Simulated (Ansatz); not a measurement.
Values for one crystal, relaxed and computed with plane-wave PAW LDA (Ansatz code); other levels are named.

Volume per atom: 31.97 Å³
Band gap: 1.09 eV (direct)
Hole effective mass, band 1 of 2 at the edge: 1.3 along x, 1.3 along z (mₑ)
Electron effective mass: 0.13, 0.14, 0.14 mₑ (principal values)
Zone-centre stability: no imaginary mode at Γ
Conduction-band minimum: at Γ
Dynamical stability on the path: stable (no imaginary branch)

### Question
Which of these materials gives this?
A) BP, P6_3/mmc (B on 2c, P on 2d)
B) LiTaO3, P4mm (Ta on 1b, Li on 1a, O on 1b, O on 2c)
C) AgI, wurtzite
D) CuI, P4/nmm (Cu on 2b, I on 2c)

### Answer
C, AgI, wurtzite

Space group P6_3mc (wurtzite). The LDA relaxation kept the symmetry of its start. No spin polarisation was allowed. Scalar-relativistic: spin–orbit coupling is off unless named, which matters more the heavier the elements.

Potentials: the earlier of the program's two PAW sets.
